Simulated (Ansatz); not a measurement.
Input:

Ag₃Sn:
```
CELL_PARAMETERS angstrom
      4.76875     0.00000     0.00000
      0.00000     5.93727     0.00000
      0.00000     0.00000     5.13150
ATOMIC_POSITIONS crystal
  Ag 0.50000 0.00000 0.67402
  Ag 0.00000 0.50000 0.32598
  Ag 0.00000 0.25092 0.83685
  Ag 0.00000 0.74908 0.83685
  Ag 0.50000 0.24908 0.16315
  Ag 0.50000 0.75092 0.16315
  Sn 0.00000 0.00000 0.33239
  Sn 0.50000 0.50000 0.66761
```

This is the PBEsol-relaxed structure. Tensor components refer to the Cartesian frame of this cell.

Question: All from plane-wave PAW PBEsol (Ansatz code), unless another level is named. Give the Debye temperature from the elastic constants.

Answer: 218 K.

Question: Predict the elastic constants (relaxed ions, GPa).

Answer: C11 = 143, C22 = 137, C33 = 138, C12 = 80.6, C13 = 80.9, C23 = 82.2, C44 = 25.9, C55 = 31.6, C66 = 33.0.

Question: Give the highest zone-centre frequency.

Answer: 162 cm^-1.

Space group Pmmn. The first step of the workflow began from a Materials Project structure, measured or hypothetical; the Crystallography Open Database files this formula in space group No. 59, but the cells were not matched. Its standing as an ambient phase is unchecked. Symmetry was held in the PBEsol relaxation; of distortions, only those at the zone centre were tested. The run is not spin-polarised. As this level gives no gap, shear constants depend on the k-mesh and smearing (Fermi–Dirac, 0.1 eV here). As this level gives no gap, phonon frequencies hold no LO–TO term and depend on the k-mesh and smearing (Fermi–Dirac, 0.1 eV here). Scalar-relativistic: spin–orbit coupling is off unless named, which matters more the heavier the elements.

Potentials: the later of the program's two PAW sets.
